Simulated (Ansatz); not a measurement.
Given:

InAs:
```
InAs
1.0
    4.01646     0.00000     0.00000
   -2.00823     3.47836     0.00000
    0.00000     0.00000     3.54227
In As
1 1
Direct
  0.00000   0.00000   0.00000
  0.66667   0.33333   0.50000
```

This is the PBE-relaxed structure.

Question: All from the program Ansatz at the PBE level (PAW), unless another level is named. Give the electronic character.

Answer: metallic (no gap).

Question: And the formation energy from the elements (no fitted shifts)?

Answer: 66 meV/atom.

Question: Predict the density of states at the Fermi level.

Answer: 0.52 states/eV per atom (mean over ±0.08 eV).

Space group P-6m2. A made-up cell: these elements were put on the sites of a structure type; neither database checked (COD, Materials Project) lists it. It is not the phase usual at ambient conditions (space group No. 216). Symmetry was held in the PBE relaxation; whether a distortion lowers the energy is not shown. The references are the lowest solids computed at this level, not always the standard phases. Spin–orbit coupling is left out wherever it is not named.

Potentials: the later of the program's two PAW sets.
